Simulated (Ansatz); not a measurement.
Starting cell, Re (hcp, Mg type):

```
Re
1.0
    2.77518     0.00000     0.00000
   -1.38759     2.40338     0.00000
    0.00000     0.00000     8.96604
Re
4
Cartesian
  0.00000   1.60225   3.36227
  0.00000   1.60225   7.84529
  1.38759   0.80113   1.12076
  1.38759   0.80113   5.60378
```

A phonon eigenvector at A = (0.0, 0.0, 0.5) is frozen into this cell: atom i moves by Q times the vector below, so Q is the largest atomic displacement, in Å. The cell is held. It is one choice among 4 degenerate patterns. (q is in reciprocal vectors of the primitive cell; the cell shown is doubled to hold the pattern.)

```json
[
 {"atom": "Re3", "x": "0.000", "y": "-1.000", "z": "0.000"},
 {"atom": "Re4", "x": "0.000", "y": "1.000", "z": "0.000"}
]
```

Atoms not listed stay in place.

Calculation: PBE (plane waves to 420 eV, PAW, scalar-relativistic; Ansatz, a quantum-chemistry and plane-wave program). k mesh 19×19×6 (Γ-centred), Fermi-Dirac smearing 0.05 eV. E stands for the smeared free energy. Stress and pressure are positive under compression. With partly filled bands, energies and forces of such displacements shift with the k mesh and the smearing. Re is run without spin polarisation. Re was relaxed with its symmetry unable to fall. Spin-orbit coupling is left out, though Re is heavy. The PAW data are Ansatz's earlier set. The zero of ΔE is the undisplaced structure.

| Q (Å) | −dE/dQ from forces (eV/Å) | ΔE (meV/cell) | P (GPa) |
|---|---|---|---|
| -0.280 | 2.561 | ? | 2.6 |
| -0.233 | 2.155 | ? | 1.8 |
| -0.187 | 1.727 | 160 | 1.2 |
| -0.140 | 1.290 | ? | 0.7 |
| -0.093 | 0.854 | 40 | 0.3 |
| -0.047 | 0.425 | 10 | 0.1 |
| 0.000 | 0.000 | 0 | 0.0 |
| 0.047 | -0.425 | 10 | 0.1 |
| 0.093 | -0.854 | 40 | 0.3 |
| 0.140 | -1.290 | ? | 0.7 |
| 0.187 | -1.727 | 160 | 1.2 |
| 0.233 | -2.155 | ? | 1.8 |
| 0.280 | -2.561 | ? | 2.6 |

### Question
What belongs in the gaps?

### Answer

- -0.280, ΔE (meV/cell): 361
- -0.233, ΔE (meV/cell): 251
- -0.140, ΔE (meV/cell): 90
- 0.140, ΔE (meV/cell): 90
- 0.233, ΔE (meV/cell): 251
- 0.280, ΔE (meV/cell): 361

(A displaced cell: forces are minus the slopes of the energy, force constants its curvatures, and phonons follow from these.)
